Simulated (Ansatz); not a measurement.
## Computed properties of HfC

HfC:
```
HfC
1.0
    3.84004     0.00000     0.00000
   -1.92002     3.32557     0.00000
    0.00000     0.00000     4.62753
Hf C
2 2
Cartesian
  0.00000   2.21705   3.47065
  1.92002   1.10852   1.15688
  0.00000   2.21705   1.15688
  1.92002   1.10852   3.47065
```

Space group P6_3/mmc (No. 194); conventional cell a = 3.840 Å, b = 3.840 Å, c = 4.628 Å, α = 90.00°, β = 90.00°, γ = 120.00°.

Method: the program Ansatz at the r²SCAN level (PAW). Structure relaxed to zero pressure with the same functional. Other levels are named where they apply.

**Cell and energy**

* **Volume per atom**: 14.77 Å³
* **Density**: 10.71 g/cm³
* **Formation energy from the elements (no fitted shifts)**: -0.83 eV/atom

**Electronic structure**

- Electronic character: metallic (no gap)
- Density of states at the Fermi level: 0.06 states/eV per atom (mean over ±0.08 eV)
- Gap with spin–orbit coupling: none (metallic)

**Mechanics**

Bulk modulus (Birch–Murnaghan fit): 191 GPa
Pressure derivative B′: 3.8

**Charges**

- Bader charges = Hf +2.08, C -2.08 e

The start of the workflow was typed in or built on a structure type; the Crystallography Open Database copy checked does not list it. It is not the phase usual at ambient conditions (space group No. 225). Symmetry was held in the r²SCAN relaxation; whether a distortion lowers the energy is not shown. No spin polarisation was allowed. The references are the lowest solids computed at this level, not always the standard phases. Spin–orbit coupling is left out wherever it is not named.

Potentials: the earlier of the program's two PAW sets.
